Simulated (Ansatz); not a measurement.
Values for one crystal, relaxed and computed with PBE in the plane-wave PAW code Ansatz; other levels are named.

```yaml
volume_per_atom: 14.09 Å³
electronic_character: metallic (no gap)
Density of states at the Fermi level: 0.94 states/eV per atom (mean over ±0.08 eV)
Formation energy from the elements (no fitted shifts): -0.43 eV/atom
Pressure derivative B′: 4.5
Bulk modulus (Birch–Murnaghan fit): 181 GPa
```

**Question.** Which of these materials gives this?
A) AlCo, CsCl type
B) AlRu, Cmcm (Al on 4c, Ru on 4c)
C) TaAg, Cmcm (Ta on 4c, Ag on 4c)
D) ScAl2, MoSi2 or CaC2 type

**Answer.** B, AlRu, Cmcm (Al on 4c, Ru on 4c)

The start of the workflow was typed in or built on a structure type; neither database checked (COD, Materials Project) lists it. COD files the formula under space group No. 221. Its standing as an ambient phase is unchecked. The cell was relaxed with PBE under the symmetry of its start; whether a distortion lowers the energy is not shown. The run is not spin-polarised. The references are the lowest solids computed at this level, not always the standard phases. Scalar-relativistic: spin–orbit coupling is off unless named, which matters more the heavier the elements.

Potentials: the earlier of the program's two PAW sets.
